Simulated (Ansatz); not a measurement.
In, DFT, PBEsol, all-electron LAPW, scalar-relativistic (Ansatz 0.2.0), run on 1 thread of Intel(R) Xeon(R) 6975P-C (Granite Rapids) on a shared host.

The cell is the one relaxed in the Materials Project (mp-1184502), not relaxed further here; entries there can be hypothetical. The listed cell was then made from it by scaling, straining or moving an atom.

Command: `ansatz run input.yaml --threads 1 --pin off --max-ram 6144MiB --backend cpu --events-out ev --progress --plain --runs-dir out`

```yaml
crystal:
  lattice:
    - [1.6355530321, 0.9442869834, 8.0399169875]
    - [-1.6355530321, 0.9442869834, 8.0399169875]
    - [0.0, -1.8885739668, 8.0399169875]
  atoms:
    - { symbol: In, position: [0.0, 0.0, 0.0] }
    - { symbol: In, position: [0.77801224, 0.77801224, 0.77801224] }
    - { symbol: In, position: [0.22198776, 0.22198776, 0.22198776] }
kpoints:
  mp_grid: { grid: [14, 14, 14] }
  band_path:
    path:
      - [0.0, 0.0, 0.0]
      - [0.5, 0.5, 0.5]
      - [0.824137023, 0.175862977, 0.5]
      - [0.5, -0.175862977, 0.175862977]
      - [0.5, 0.0, 0.0]
      - [0.0, 0.0, 0.0]
      - [0.3379314885, -0.3379314885, 0.0]
      - [0.6620685115, 0.0, 0.3379314885]
      - [0.5, 0.0, 0.5]
    npoints: 5
scf:
  occupations: { method: fermi_dirac, width: 0.05 }
hamiltonian:
  xc: pbesol
  pseudopotentials: { kind: all_electron, lapw: { basis_error: 0.0005 } }
output:
  forces: true
  stress: true
  eigenvalues: true
```

How large is the problem that the program sets up?

288 irreducible k-points, 457 plane waves at Γ, 38 bands.

Estimate the wall time and the peak memory.

69 s of wall time for 9 SCF iterations, with a peak of 1.2 GiB. Times on shared machines scatter by tens of per cent.
